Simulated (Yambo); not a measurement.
Yambo run on Cs$_{2}$PdBr$_{6}$ (space group Fm-3m, No. 225). The wavefunctions come from this Quantum ESPRESSO step (PBEsol, PseudoDojo standard norm-conserving files, scalar-relativistic):

```
&CONTROL
  calculation = 'nscf'
  pseudo_dir = './pseudo'
  outdir = './out'
/
&SYSTEM
  ibrav = 0
  nat = 9
  ntyp = 3
  ecutwfc = 82.0
  ecutrho = 328.0
  occupations = 'fixed'
  force_symmorphic = .true.
  nbnd = 322
/
&ELECTRONS
  conv_thr = 9.000000000000001e-09
  diago_full_acc = .true.
  diago_thr_init = 1e-08
/
ATOMIC_SPECIES
Br 79.9040 Br.upf
Pd 106.4200 Pd.upf
Cs 132.9055 Cs.upf
CELL_PARAMETERS angstrom
  0.000000000000   5.378125000000   5.378125000000
  5.378125000000   0.000000000000   5.378125000000
  5.378125000000   5.378125000000   0.000000000000
ATOMIC_POSITIONS crystal
Br   0.767940000000   0.232060000000   0.232060000000
Br   0.232060000000   0.767940000000   0.767940000000
Br   0.232060000000   0.767940000000   0.232060000000
Br   0.767940000000   0.232060000000   0.767940000000
Br   0.232060000000   0.232060000000   0.767940000000
Br   0.767940000000   0.767940000000   0.232060000000
Pd   0.000000000000   0.000000000000   0.000000000000
Cs   0.250000000000   0.250000000000   0.250000000000
Cs   0.750000000000   0.750000000000   0.750000000000
K_POINTS automatic
2 2 2 0 0 0
```

Yambo input:

```
rim_cut
gw0
dyson
el_el_corr
HF_and_locXC
ppa
em1d
RandQpts= 1000000
RandGvec= 1 Ry
EXXRLvcs= 82 Ry
VXCRLvcs= 328 Ry
Chimod= "HARTREE"
% BndsRnXp
 5 | 320 |
%
NGsBlkXp= 6 Ry
% LongDrXp
 1.0 | 1.0 | 1.0 |
%
PPAPntXp= 27.2114 eV
% GbndRnge
 1 | 320 |
%
GTermKind= "BG"
DysSolver= "n"
ExtendOut
% QPkrange
 1 | 1 | 39 | 40 |
 2 | 2 | 39 | 40 |
 3 | 3 | 39 | 40 |
%
```

k points by index: 1 = Γ, 2 = L, 3 = X.

The o-*.qp file then holds:

```
#    K-point    Band    Eo [eV]    E [eV]    E-Eo [eV]    Vxc [eV]    Vnlxc [eV]    Sc|Eo [eV]    Sc|E [eV]    dSc/dw|Eo [eV]    Re(Z)    Im(Z)
#
    1    39    0.000000    -0.952322    -0.952322    -13.06969    -16.84400    2.573143    2.821988    -7.109319    0.792853    -0.001564
    1    40    1.533531    2.395248    0.861717    -17.40542    -14.29897    -1.982263    -2.244733    -8.286959    0.766547    -0.002311
    2    39    -0.246235    -1.232552    -0.986317    -12.80685    -16.67102    2.618718    2.877849    -7.148037    0.791960    -0.001586
    2    40    1.283762    2.072713    0.788952    -17.05112    -14.17713    -1.849449    -2.085037    -8.124263    0.770076    -0.002290
    3    39    -0.023460    -0.971869    -0.948409    -13.02642    -16.78817    2.565830    2.813337    -7.100292    0.793062    -0.001562
    3    40    0.641964    1.394651    0.752687    -16.50128    -13.72413    -1.809813    -2.024464    -7.759100    0.778119    -0.001954
```
(The two width columns are left out.) Convergence of these settings isn't established.

Spin-orbit coupling is not included.

Geometry of the Materials Project entry, not relaxed at this level.

The structure is a Materials Project entry; no match was found in the copy of COD used, and its stability was not checked.
